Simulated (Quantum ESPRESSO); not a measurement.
# Moving one atom in CuIr2Pd2Ta2Zn

All numbers below are calculated, not measured. They come from Quantum ESPRESSO 7.5, a public plane-wave density functional program. Each row is one single-point run on a made-up periodic cell of eight metal atoms, with elements, volume, strain and displacements drawn at random and not relaxed, so a cell may be unstable or far from any real phase. There is no spin polarisation or spin-orbit coupling.

Settings: PBE unless stated; PseudoDojo standard norm-conserving files; Fermi-Dirac width 0.25 eV, which means electrons at about 2900 K; cutoff 1252 eV; 9 x 5 x 3 k mesh shifted half a step off Gamma. E is the free energy of the whole cell (internal energy minus TS), so a -TS column is already part of it. Stress is positive in tension, and the pressure P is minus a third of its trace.

Checks: one run of this series was repeated at a higher cutoff and on a denser mesh, which moved values by no more than 0.008 eV, 0.14 GPa and 0.008 eV/Å, and a second program with other atomic files agreed on it to 2 % rms in force and 0.5 GPa in pressure. Known limits: the copper pseudopotential is less sure than most, with forces differing by about three percent and pressure by about two GPa from a second method on plain copper; heavy elements are run without spin-orbit coupling, which real alloys of them have; a spin test at this wide smearing found no moment, but such smearing suppresses magnetism that the real alloy may have.

The lattice is hexagonal close-packed, and the cell vectors in Å are (2.762, 0.009, 0.035); (1.316, -2.365, -4.549); (1.347, 7.189, -4.589), a volume of 120.75 Å³. The elements on sites 1 to 8 are Zn Ta Cu Ir Ta Pd Ir Pd. The runs move the Pd atom on site 8 by u along y from its drawn, already displaced place and keep all else fixed. Forces are on that atom, and E is counted from run 4.

```
run    u (Å)  Fx (eV/Å)  Fy (eV/Å)  Fz (eV/Å)  P (GPa)  E (meV)
  1  -0.0551      0.253      0.191     -1.359     6.15      0.7
  2  -0.0440          ?          ?          ?        ?        ?
  3  -0.0274      0.263     -0.043     -1.376     6.08     -1.3
  4  -0.0142      0.269     -0.152     -1.384     6.07      0.0
  5   0.0171      0.283     -0.403     -1.403     6.06      8.7
  6   0.0577      0.305     -0.719     -1.427     6.11     31.5
  7   0.0844      0.322     -0.923     -1.442     6.19     53.5
```

## Worked fit

A parabola through the runs shown gives Fy = -0.266 - 8.08 u + 3.7 u² eV/Å, with an error of 0.01 on the linear term and a scatter of 0.001 eV/Å. Minus its integral from run 1 to run 7 is 53 meV, and the table's energies differ by 53 meV.

## Withheld run

Question: what Fy should run 2 give?

The fit gives 0.097 ± 0.002 eV/Å. The calculation gave 0.096 eV/Å.
